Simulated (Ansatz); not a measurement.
Relaxed-ion elastic tensor of CuSn (NiAs type, space group No. 194) in GPa (Voigt order), PBEsol in the plane-wave PAW code Ansatz; density 8.28 g/cm³, 18.28 Å³ per atom.

```json
[
 {"": "1", "1": "135", "2": "84.0", "3": "55.0", "4": "0.0", "5": "0.0", "6": "0.0"},
 {"": "2", "1": "84.0", "2": "135", "3": "55.0", "4": "0.0", "5": "0.0", "6": "0.0"},
 {"": "3", "1": "55.0", "2": "55.0", "3": "171", "4": "0.0", "5": "0.0", "6": "0.0"},
 {"": "4", "1": "0.0", "2": "0.0", "3": "0.0", "4": "56.3", "5": "0.0", "6": "0.0"},
 {"": "5", "1": "0.0", "2": "0.0", "3": "0.0", "4": "0.0", "5": "56.3", "6": "0.0"},
 {"": "6", "1": "0.0", "2": "0.0", "3": "0.0", "4": "0.0", "5": "0.0", "6": "25.6"}
]
```

**Question.** Is the crystal mechanically stable?

**Answer.** Yes: the smallest eigenvalue of C is 25.6 GPa.

**Question.** Work out the Voigt, Reuss and Hill averages.

**Answer.** K_V = 92.1, K_R = 92.1, K_H = 92.1; G_V = 44.1, G_R = 38.1, G_H = 41.1 GPa.

**Question.** Give Young's modulus, Poisson's ratio, Pugh's ratio and the universal anisotropy index.

**Answer.** E = 9KG/(3K + G) = 107 GPa; ν = 0.31; K/G = 2.24 (ductile by the Pugh limit of 1.75); A_U = 5G_V/G_R + K_V/K_R − 6 = 0.80.

**Question.** Estimate the sound speeds and the Debye temperature.

**Answer.** v_l = √((K + 4G/3)/ρ) = 4210 m/s, v_t = √(G/ρ) = 2230 m/s, mean 2490 m/s; Θ = (h/k)(3n/4πV)^(1/3) v_m = 281 K.

**Question.** Solve the Christoffel equation for the three sound speeds along x, y, z.

**Answer.** Eigenvalues of C_ijkl n_j n_l equal ρv². In km/s, slowest first: x 1.76, 2.61, 4.04; y 1.76, 2.61, 4.04; z 2.61, 2.61, 4.54.

**Question.** How much does each axis shrink under pressure?

**Answer.** Linear compressibilities β_i = Σ_j S_ij (j = 1 to 3): x 3.7, y 3.7, z 3.5 per TPa.

Space group P6_3/mmc (NiAs type). The first step of the workflow began from a Materials Project structure, measured or hypothetical; the Crystallography Open Database files this formula in space group No. 194, but the cells were not matched. Its standing as an ambient phase is unchecked. Symmetry was held in the PBEsol relaxation; its stability against distortions is not shown here. No spin polarisation was allowed. As this level gives no gap, shear constants depend on the k-mesh and smearing (Fermi–Dirac, 0.1 eV here). Spin–orbit coupling is left out wherever it is not named.

Potentials: the later of the program's two PAW sets.
